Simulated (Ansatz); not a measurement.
**What DFT gives for K$_{2}$CdSe$_{2}$O$_{6}$**

```
CELL_PARAMETERS angstrom
5.72343 0.00000 0.00000
-2.86171 4.95663 0.00000
0.00000 -3.30442 6.34494
ATOMIC_POSITIONS crystal
K 0.80396 0.60782 0.41178
K 0.19604 0.39218 0.58822
Cd 0.00000 0.00000 0.00000
Se 0.62400 0.24790 0.87190
Se 0.37600 0.75210 0.12810
O 0.74196 0.01822 0.76018
O 0.74196 0.48392 0.76018
O 0.27626 0.01822 0.76018
O 0.25804 0.98178 0.23982
O 0.72374 0.98178 0.23982
O 0.25804 0.51608 0.23982
```

Single point in Ansatz 0.2.0 with r2SCAN, no spin polarisation. Cutoff 500 eV, PAW datasets, 6×6×6 Γ-centred k mesh, cold filling (width 0.0794 eV).

**Question.** Is there a gap, and of what kind?

**Answer.** The gap is 4.37 eV, indirect (the least direct gap found is 4.72 eV). A semilocal functional usually gives too small a gap.

**Question.** Describe some of the short contacts.

**Answer.** Se–O at 1.69 Å: least valence density 1.46 e/Å³ and ELF 0.71 there, a shared, covalent-like contact. Cd–O at 2.33 Å: least valence density 0.35 e/Å³ and ELF 0.11 there. K–O at 2.83 Å: least valence density 0.08 e/Å³ and ELF 0.02 there, a closed-shell (ionic or weak) contact. Both are smooth PAW fields, read partly inside the augmentation spheres.

**Question.** Which element gives electrons and which takes them?

**Answer.** Bader charges in e: K +0.88, Cd +1.36, Se +1.98, O -1.18. In the mean Se gives up most and O takes most.

**Question.** What is the character of the valence top and the conduction bottom?

**Answer.** Within 0.7 eV of the edges, the states project mainly on O p (84 %) below the gap and on Se p (32 %), O p (23 %) and Cd s (23 %) above it.

Origin: a database entry at a rescaled volume.
